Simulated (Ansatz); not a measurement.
Starting cell, HfO2 (tetragonal-ZrO2 type, space group P4_2/nmc):

```xyz
6
Lattice="3.5671 0.0000 0.0000 0.0000 3.5671 0.0000 0.0000 0.0000 5.1660" Properties=species:S:1:pos:R:3 pbc="T T T"
Hf     0.0000     0.0000     0.0000
Hf     1.7835     1.7835     2.5830
O      0.0000     1.7835     1.0337
O      0.0000     1.7835     3.6167
O      1.7835     0.0000     1.5493
O      1.7835     0.0000     4.1323
```

In each cell atom 5 (O, nearest neighbour Hf at 2.061 Å; its periodic images, 3.6 Å or more away, move with it) moves by s·(1.000, 0.000, 0.000) (along Cartesian x), the rest being held.

Method: PBEsol (plane waves to 420 eV, PAW, scalar-relativistic; Ansatz, a program for electronic structure). k mesh 8×8×5 (Γ-centred), Fermi-Dirac smearing 0.05 eV. The energy includes the smearing's −TS. HfO2 is run without spin polarisation. HfO2 was relaxed with its symmetry unable to fall. Spin-orbit coupling is left out, though Hf is heavy. This is a high-temperature form of HfO2. The zero of ΔE is the undisplaced structure.

| s (Å) | ΔE (meV/cell) |
|---|---|
| -0.210 | 134.5 |
| -0.168 | 85.1 |
| -0.126 | 47.5 |
| -0.084 | withheld |
| -0.042 | 5.2 |
| 0.000 | 0.0 |
| 0.042 | 5.2 |
| 0.084 | withheld |
| 0.126 | 47.5 |
| 0.168 | 85.1 |
| 0.210 | 134.5 |

Question: Fit an even polynomial form (powers 2, 4) to the given rows and predict ΔE at s = 0.084.

Answer: Least squares on the 9 given rows: ΔE = (2956)·s² + (2116)·s⁴, in meV/cell with s in Å; root-mean-square residual 0.02 meV/cell. At 0.084 the fit gives 21.0 meV/cell; the calculation gives 21.0 meV/cell, the same to the digits shown. The quadratic term alone would give 20.9 meV/cell.

(For displaced atoms, the force is minus the slope of the energy, and its curvature is a force constant, which sets phonon frequencies.)
